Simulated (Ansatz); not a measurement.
Consider the following.

WO$_{3}$:
```yaml
crystal:
  lattice:
    - [5.18085, 0.00000, 0.00000]
    - [0.00000, 5.18085, 0.00000]
    - [0.00000, 0.00000, 7.76667]
  atoms:
    - { symbol: W, position: [0.00000, 0.50000, 0.21761] }
    - { symbol: W, position: [0.50000, 0.00000, 0.28239] }
    - { symbol: W, position: [0.50000, 0.00000, 0.78239] }
    - { symbol: W, position: [0.00000, 0.50000, 0.71761] }
    - { symbol: O, position: [0.30101, 0.30101, 0.75000] }
    - { symbol: O, position: [0.19899, 0.80101, 0.75000] }
    - { symbol: O, position: [0.69899, 0.69899, 0.75000] }
    - { symbol: O, position: [0.80101, 0.19899, 0.75000] }
    - { symbol: O, position: [0.19899, 0.19899, 0.25000] }
    - { symbol: O, position: [0.30101, 0.69899, 0.25000] }
    - { symbol: O, position: [0.80101, 0.80101, 0.25000] }
    - { symbol: O, position: [0.69899, 0.30101, 0.25000] }
    - { symbol: O, position: [0.00000, 0.50000, 0.99168] }
    - { symbol: O, position: [0.50000, 0.00000, 0.50832] }
    - { symbol: O, position: [0.50000, 0.00000, 0.00832] }
    - { symbol: O, position: [0.00000, 0.50000, 0.49168] }
```

This is the LDA-relaxed structure. Cartesian axes are those of the cell as given.

Question: All from LDA (plane waves, PAW; program Ansatz), unless another level is named. Estimate the band gap.

Answer: 1.07 eV (indirect).

Question: And the formation energy from the elements (no fitted shifts)?

Answer: -2.25 eV/atom.

Question: Give the smallest direct gap on the standard path.

Answer: 1.14 eV.

Question: Give the electron effective mass.

Answer: 0.18 along x (mₑ).

Question: Predict the conduction-band minimum.

Answer: at Γ.

Question: Next, the valence-band maximum?

Answer: on the M–Γ line, 35 % of the way from M.

Space group P4/ncc. The first step of the workflow began from a Materials Project structure, measured or hypothetical; the Crystallography Open Database files this formula in space group No. 130, but the cells were not matched. Whether it is the stable phase at ambient conditions was not checked. Symmetry was held in the LDA relaxation. At this level the phase is dynamically unstable (imaginary phonons). The run is not spin-polarised. No Hubbard U is applied. The references are the lowest solids computed at this level, not always the standard phases (solids in place of the gases). Spin–orbit coupling is left out wherever it is not named.

Potentials: the later of the program's two PAW sets.
